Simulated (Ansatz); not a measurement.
Given:

RbCl:
```cif
data_ClRb
_chemical_formula_sum 'Rb1 Cl1'
_space_group_name_H-M_alt 'P 1'
_space_group_IT_number 1
_cell_length_a 4.73694
_cell_length_b 4.73694
_cell_length_c 4.73694
_cell_angle_alpha 60.000
_cell_angle_beta 60.000
_cell_angle_gamma 60.000
loop_
_space_group_symop_operation_xyz
  'x, y, z'
loop_
_atom_site_label
_atom_site_type_symbol
_atom_site_fract_x
_atom_site_fract_y
_atom_site_fract_z
_atom_site_occupancy
Rb1 Rb 0.00000 0.00000 0.00000 1
Cl1 Cl 0.50000 0.50000 0.50000 1
```

This is the PBE-relaxed structure.

Q: All from DFT-PBE in the program Ansatz with PAW potentials, unless another level is named. Give the hole effective mass, band 2 of 3 at the edge.

A: 8.1 along [100], 2.5 along [110], 3.2 along [111] (mₑ).

Q: Predict the band gap.

A: 4.83 eV (direct).

Q: Predict the electron effective mass.

A: 0.44 mₑ (isotropic).

Q: What about the valence-band maximum?

A: at Γ.

Q: Predict the weight of the valence-edge state by species (Voronoi cells).

A: Cl 97 %, Rb 3 %.

Q: What about the weight of the conduction-edge state by species (Voronoi cells)?

A: Rb 53 %, Cl 47 %.

Space group Fm-3m (rock salt). The cell was relaxed with PBE under the symmetry of its start. Spin–orbit coupling is left out wherever it is not named.

Potentials: the later of the program's two PAW sets.
